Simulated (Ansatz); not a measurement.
InSe (P6_3/mmc), relaxed with PBE (Ansatz, a program for electronic structure, plane waves, PAW): a = b = 4.088 Å, c = 18.598 Å, α = β = 90.00°, γ = 120.00°.

gap (eV): 0.76
ΔH_f (eV/atom): -0.52

Task: The same phase is relaxed and computed with r²SCAN in the same code. What are the cell and these values now?

Result: a = b = 4.043 Å, c = 17.433 Å, α = β = 90.00°, γ = 120.00°.

* **gap (eV)**: 0.95
* **ΔH_f (eV/atom)**: -0.68

Weakly bound layers, chains or molecules computed without a dispersion correction, so cells and soft constants are ill determined: InSe, P6_3/mmc (In on 4f, Se on 4f) with PBE; InSe, P6_3/mmc (In on 4f, Se on 4f) with r²SCAN. All cells were relaxed under the symmetry of their starts (and spin orders); stability against distortions was not tested throughout. Scalar-relativistic: spin–orbit coupling is off unless named, which matters more the heavier the elements.

Potentials: the earlier of the program's two PAW sets.

Ansatz is a plane-wave DFT program.

Formation energies count from the lowest solids of the elements computed at the same level, not from gases.
